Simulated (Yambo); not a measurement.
Yambo run on BaTiO3 (cubic perovskite, space group Pm-3m, No. 221). The wavefunctions come from this Quantum ESPRESSO step (PBEsol, PseudoDojo standard norm-conserving files, fully relativistic):

```
&CONTROL
  calculation = 'nscf'
  pseudo_dir = './pseudo'
  outdir = './out'
/
&SYSTEM
  ibrav = 0
  nat = 5
  ntyp = 3
  ecutwfc = 84.0
  ecutrho = 336.0
  occupations = 'fixed'
  force_symmorphic = .true.
  nbnd = 204
  noncolin = .true.
  lspinorb = .true.
/
&ELECTRONS
  conv_thr = 5e-09
  diago_full_acc = .true.
  diago_thr_init = 1e-08
/
ATOMIC_SPECIES
O 15.9990 O.upf
Ti 47.8670 Ti.upf
Ba 137.3270 Ba.upf
CELL_PARAMETERS angstrom
  4.007680000000   0.000000000000   0.000000000000
  0.000000000000   4.007680000000   0.000000000000
  0.000000000000   0.000000000000   4.007680000000
ATOMIC_POSITIONS crystal
O   0.500000000000   0.000000000000   0.000000000000
O   0.000000000000   0.500000000000   0.000000000000
O   0.000000000000   0.000000000000   0.500000000000
Ti   0.000000000000   0.000000000000   0.000000000000
Ba   0.500000000000   0.500000000000   0.500000000000
K_POINTS automatic
4 4 4 0 0 0
```

Yambo input:

```
rim_cut
gw0
dyson
el_el_corr
HF_and_locXC
ppa
em1d
RandQpts= 1000000
RandGvec= 1 Ry
EXXRLvcs= 84 Ry
VXCRLvcs= 336 Ry
Chimod= "HARTREE"
% BndsRnXp
 3 | 200 |
%
NGsBlkXp= 7 Ry
% LongDrXp
 1.0 | 1.0 | 1.0 |
%
PPAPntXp= 27.2114 eV
% GbndRnge
 1 | 200 |
%
GTermKind= "BG"
DysSolver= "n"
ExtendOut
% QPkrange
 1 | 1 | 38 | 42 |
 3 | 3 | 40 | 41 |
 6 | 6 | 40 | 41 |
 10 | 10 | 40 | 41 |
%
```

k points by index: 1 = Γ, 3 = X, 6 = M, 10 = R.

Resulting energies as the program prints them:

```
#    K-point    Band    Eo [eV]    E [eV]    E-Eo [eV]    Vxc [eV]    Vnlxc [eV]    Sc|Eo [eV]    Sc|E [eV]    dSc/dw|Eo [eV]    Re(Z)    Im(Z)
#
    1    38    -0.072795    -0.331803    -0.259007    -19.95350    -24.71479    4.423853    4.502280    -8.235334    0.767667    -0.001493
    1    39    -0.072795    -0.332172    -0.259376    -19.95350    -24.71479    4.423373    4.501913    -8.235410    0.767666    -0.001492
    1    40    -0.072795    -0.330939    -0.258143    -19.95350    -24.71479    4.424981    4.503148    -8.235472    0.767664    -0.001491
    1    41    1.759457    2.954330    1.194873    -18.71243    -11.44836    -5.719393    -6.069191    -7.964615    0.773573    -0.001963
    1    42    1.759457    2.953227    1.193770    -18.71243    -11.44836    -5.720803    -6.070293    -7.964949    0.773566    -0.001966
    3    40    -0.678548    -0.977347    -0.298798    -19.69225    -24.65443    4.571450    4.663374    -8.366264    0.764840    -0.001960
    3    41    1.903530    3.154708    1.251178    -19.15961    -11.66077    -5.871572    -6.247663    -8.177752    0.768913    -0.002195
    6    40    -0.056456    -0.319385    -0.262929    -19.58148    -24.69522    4.767984    4.850814    -8.566953    0.760551    -0.001707
    6    41    3.541368    4.827290    1.285922    -21.23868    -13.34867    -6.136903    -6.604085    -9.815660    0.733956    -0.026405
    10    40    0.000000    -0.227980    -0.227980    -19.70110    -24.79275    4.791858    4.863675    -8.566164    0.760568    -0.001649
    10    41    4.214671    5.522467    1.307796    -21.68375    -13.17210    -6.690994    -7.203854    -10.66640    0.718379    -0.003843
```
(The two width columns are left out.) Convergence of these settings isn't established.

Geometry of the Materials Project entry, not relaxed at this level.

This is not the ordinary phase of the substance.
